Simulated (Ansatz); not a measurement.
ZrCl₄ in space group P2/c (No. 13; Zr on 2e, Cl on 4g, Cl on 4g), the program Ansatz at the LDA level (PAW), all energies at zero smearing, with the estimated change up to a 700 eV cutoff added, with one set of potentials and settings (totals compare only within such a set). Cell of 10 atoms (2 Zr, 8 Cl): -16525.234 eV.

| element | reference phase | E (eV/atom) |
|---|---|---|
| Zr | P6/mmm, 3 atoms in the cell | -4077.5004 |
| Cl | Cmce, 4 atoms in the cell | -1044.0605 |

Formation energy per atom, worked out: (-16525.234 − 2×(-4077.5004) − 8×(-1044.0605))/10 = -1.775 eV/atom (-171 kJ per mol of atoms), at 0 K, without zero-point energy or fitted corrections.

The first step of the workflow began from a Materials Project structure, measured or hypothetical; the Crystallography Open Database files this formula in space group No. 13, but the cells were not matched. Whether it is the stable phase at ambient conditions was not checked. Symmetry was held in the LDA relaxation; its stability against distortions is not shown here. The run is not spin-polarised. A crystal of weakly bound chains computed without a dispersion correction: the cell and the soft elastic constants depend strongly on that. The references are the lowest solids computed at this level, not always the standard phases (solids in place of the gases).

Potentials: the earlier of the program's two PAW sets. The files were generated under PBE; for other functionals the program regenerates the frozen cores, and for LDA and PBEsol the local potential too.
